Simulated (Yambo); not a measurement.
A G0W0@PBEsol run in Yambo for Ba₂SrWO₆ (space group C2/m, No. 12) (2×2×2 Γ-centred k mesh, bands 2 to 314 and a 8 Ry block in the screening, 314 bands in G with the Bruneval-Gonze terminator, plasmon pole fitted at 27.2 eV) gives these matrix elements, in eV, at the band edges ((0, 0, -0.5) → (-0.5, -0.5, 0)):

```csv
state,E0,<Vxc>,<Σx>,<Σc(E0)>,Z
valence edge,0.000,-19.127,-24.124,4.293,0.772
conduction edge,2.732,-15.022,-9.619,-4.057,0.820
```

Problem. Solve the linearised quasiparticle equation for both states, give the gap, and say how exchange and correlation each act on it.

Solution. E = E0 + Z(Σx + Σc − Vxc). Valence: 0.000 + 0.772 × (-24.124 + (4.293) − (-19.127)) = -0.54 eV. Conduction: 2.732 + 0.820 × (-9.619 + (-4.057) − (-15.022)) = 3.84 eV. The gap is 4.38 eV, against 2.73 eV in PBEsol. Replacing Vxc by bare exchange alone would open it by 10.40 eV; correlation takes back 8.35 eV of that, and Z scales what is left. Nearest settings tried, and what they do to the gap: 204 bands in W, 204 bands in G: +41 meV; 7 Ry block (335 vectors against 423): -2 meV. Not varied: mesh. So the settings aren't converged at that level. The k mesh is coarse. Spin-orbit coupling is left out, which matters for elements this heavy: edges can move by tenths of an eV.

Geometry of the Materials Project entry, not relaxed at this level; primitive cell a = 6.116 Å, b = 6.116 Å, c = 6.214 Å, α = 119.69°, β = 119.69°, γ = 60.09°.

The structure is a Materials Project entry; no match was found in the copy of COD used, and its stability was not checked.
